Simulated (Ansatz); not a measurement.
Method: DFT PBE, scalar-relativistic, plane waves, PAW in Ansatz 0.2.0. All cells share a 420 eV cutoff and Γ-centred k meshes spaced at most about 0.3 Å⁻¹ (about 0.25 or finer for metals, 2π included). No spin polarisation in the final relaxations.

All energies are static (0 K, no zero-point motion).

Two relaxed structures of Ge2Sb2Te:

A.

```yaml
crystal:
  lattice:
    - [8.27649, 0.00000, 0.00000]
    - [0.00000, 8.27649, 0.00000]
    - [0.00000, 0.00000, 3.62837]
  atoms:
    - { symbol: Ge, position: [0.34959, 0.15041, 0.00000] }
    - { symbol: Ge, position: [0.15041, 0.65041, 0.00000] }
    - { symbol: Ge, position: [0.84959, 0.34959, 0.00000] }
    - { symbol: Ge, position: [0.65041, 0.84959, 0.00000] }
    - { symbol: Sb, position: [0.65053, 0.15053, 0.50000] }
    - { symbol: Sb, position: [0.34947, 0.84947, 0.50000] }
    - { symbol: Sb, position: [0.84947, 0.65053, 0.50000] }
    - { symbol: Sb, position: [0.15053, 0.34947, 0.50000] }
    - { symbol: Te, position: [0.50000, 0.50000, 0.00000] }
    - { symbol: Te, position: [0.00000, 0.00000, 0.00000] }
```

B.

```yaml
crystal:
  lattice:
    - [5.23957, 0.00000, 0.00000]
    - [-2.61979, 4.53760, 0.00000]
    - [0.00000, 0.00000, 5.85392]
  atoms:
    - { symbol: Ge, position: [0.33333, 0.66667, 0.50000] }
    - { symbol: Ge, position: [0.66667, 0.33333, 0.50000] }
    - { symbol: Sb, position: [0.33333, 0.66667, 0.00000] }
    - { symbol: Sb, position: [0.66667, 0.33333, 0.00000] }
    - { symbol: Te, position: [0.00000, 0.00000, 0.50000] }
```

Question: Which form is favoured at zero pressure, and by what margin per atom?

Answer: B is lower, by 81 meV/atom. A has space group P4/mbm (No. 127), 24.9 Å³/atom and no gap on its mesh; B has space group P6/mmm (No. 191), 27.8 Å³/atom and no gap. Counting all near atoms (for each partner element, those within 1.25 times its shortest distance or 1.15 times the sum of covalent radii, where it is the nearest in units of that sum or under 1.3; the shortest distance is added where it exceeds 1.18 times the sum of covalent radii), A has Ge 8, Sb 9, Te 4 from 3.1 Å and B has Ge 8, Sb 5, Te 6. B holds Sb–Sb nets (shortest 3.03 Å); in A the shortest Sb–Sb distance is 3.52 Å. The lower one is the more open, so pressure narrows the difference. Even the lower one lies +0.19 eV/atom against the reference forms of the elements (uncorrected), so neither is stable at this level. Both come from invented guesses. A third cell relaxed alike, in P-3m1, lies 66 meV/atom below the lower of the two.

Spin–orbit coupling, which can matter for Sb and Te, is left out. Cells relaxed within their symmetry can be saddle points.
